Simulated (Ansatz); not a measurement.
Property card for NiO

Computed with DFT PBE+U, scalar-relativistic, plane waves, PAW in Ansatz 0.2.0.

Cutoff 420 eV; k points 12×12×12 on the computed 2-atom cell (Γ-centred); Gaussian smearing, width 0.02 eV; U_eff Ni 6.20 eV on the d shells (Löwdin-orthogonalised atomic orbitals); collinear spin from starting moments 1.91 0.21 μB.

The structure is relaxed at this level of theory with its symmetry kept.

It takes space group Fm-3m (No. 225, cubic). The conventional cell has a = 4.267 Å, b = 4.267 Å, c = 4.267 Å, α = 90.00°, β = 90.00°, γ = 90.00°. Around Ni (site symmetry m-3m) lie 6 O at 2.13 Å. O (site symmetry m-3m) is surrounded by 6 Ni at 2.13 Å.

| Quantity | Value |
| --- | --- |
| Volume per atom | 9.71 Å³ |
| Kohn–Sham band gap | 1.94 eV, indirect from L to Γ |
| Löwdin character of the top 1 eV of the valence band | O 2p 84 %, Ni 3d 14 % |
| Löwdin character of the lowest 1 eV of the conduction band | Ni 3d 89 % |
| Electron masses at the edge by Cartesian direction of the standard setting (m_e; degenerate bands sorted by energy; no spin-orbit coupling) | x: 0.26; y: 0.26; z: 0.26 |
| Hole masses at the edge by Cartesian direction of the standard setting (m_e; degenerate bands sorted by energy; no spin-orbit coupling) | x: 16, 0.50; y: 16, 0.50; z: 16, 0.50 |
| Bulk modulus | 180 GPa |
| Its pressure derivative | 4.5 |
| Bader charges (e) | Ni (1 in the cell) 1.27, O (1 in the cell) -1.27 |
| Total moment | 2.00 μB per cell |
| Site moments (μB; atoms counted from 1 over the whole cell) | Ni (atom 1) 1.74, O (atom 2) 0.19 |

The state reached may not be the lowest one.

Only this magnetic start was tried.

Cost: 11 runs of about 4.9 core-minutes in all, on AMD EPYC 7R43 (Zen 3) (shared hosts).